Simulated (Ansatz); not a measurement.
The relaxed structure here is a generated cell of Nb: the first start was made by placing the elements on the sites of a structure type, and the end was not matched to a known phase here, so it may be hypothetical. Known forms of Nb include space group No. 229.

A relaxed cell of Nb (P6/mmm (No. 191)), relaxed on a k-mesh at least as fine as the one used below. Calculation: r2SCAN (plane waves to 500 eV, PAW, scalar-relativistic; Ansatz, a first-principles code). Γ-centred k-mesh 13×13×6 on the run's cell (coarser than for final values), Fermi–Dirac smearing 0.05 eV.

```xyz
2
Lattice="2.8606 0.0000 0.0000 -1.4303 2.4774 0.0000 0.0000 0.0000 5.4274" Properties=species:S:1:pos:R:3 pbc="T T T"
Nb     0.0000     0.0000     0.0000
Nb     0.0000     0.0000     2.7137
```

The atoms are displaced along an unstable phonon of this cell by (Å):

```csv
atom,ux,uy,uz
Nb1,0.000,-0.150,0.000
Nb2,0.000,0.150,0.000
```

Q: What forces (eV/Å) and pressure result?

A: 
| atom | Fx | Fy | Fz |
|---|---|---|---|
| Nb1 | 0.00 | -0.48 | 0.00 |
| Nb2 | 0.00 | 0.48 | 0.00 |

Pressure -0.4 GPa.

Q: Estimate the energy cost of the displacement in the harmonic approximation and compare with the calculation.

A: For a harmonic well ΔE = −½ Σ F·u = -0.072 eV a cell, or -36 meV/atom. The calculated energy relative to the undisplaced cell is -0.04 eV/atom, so the harmonic estimate holds well.

The undisplaced cell is probably no minimum: from this displacement the run went on to Cmcm (No. 63), 0.42 eV/atom below it.

No spin polarisation in the result.
